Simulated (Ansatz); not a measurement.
Relaxed-ion elastic tensor of HfO₂ in space group P2_1/c (No. 14; Hf on 4e, O on 4e, O on 4e) in GPa (Voigt order), plane-wave PAW r²SCAN (Ansatz code); density 10.10 g/cm³, 11.53 Å³ per atom.

```
  346    180   96.9    0.0   47.6    0.0
  180    430    173    0.0   -9.3    0.0
 96.9    173    281    0.0    7.3    0.0
  0.0    0.0    0.0   96.4    0.0  -10.8
 47.6   -9.3    7.3    0.0   99.8    0.0
  0.0    0.0    0.0  -10.8    0.0    142
```

Problem. Is the crystal mechanically stable?

Solution. Yes: the smallest eigenvalue of C is 82.6 GPa.

Problem. Work out the Voigt, Reuss and Hill averages.

Solution. K_V = 217, K_R = 195, K_H = 206; G_V = 108, G_R = 98.7, G_H = 103 GPa.

Problem. Give Young's modulus, Poisson's ratio, Pugh's ratio and the universal anisotropy index.

Solution. E = 9KG/(3K + G) = 266 GPa; ν = 0.29; K/G = 1.99 (ductile by the Pugh limit of 1.75); A_U = 5G_V/G_R + K_V/K_R − 6 = 0.59.

Problem. Estimate the sound speeds and the Debye temperature.

Solution. v_l = √((K + 4G/3)/ρ) = 5840 m/s, v_t = √(G/ρ) = 3200 m/s, mean 3570 m/s; Θ = (h/k)(3n/4πV)^(1/3) v_m = 470 K.

Problem. Solve the Christoffel equation for the three sound speeds along x, y, z.

Solution. Eigenvalues of C_ijkl n_j n_l equal ρv². In km/s, slowest first: x 3.00, 3.75, 5.93; y 3.05, 3.78, 6.52; z 3.09, 3.14, 5.27.

Problem. How much does each axis shrink under pressure?

Solution. Linear compressibilities β_i = Σ_j S_ij (j = 1 to 3): x 2.1, y 0.35, z 2.6 per TPa.

Symmetry was held in the r²SCAN relaxation. No spin polarisation was allowed. Scalar-relativistic: spin–orbit coupling is off unless named, which matters more the heavier the elements.

Potentials: the later of the program's two PAW sets.
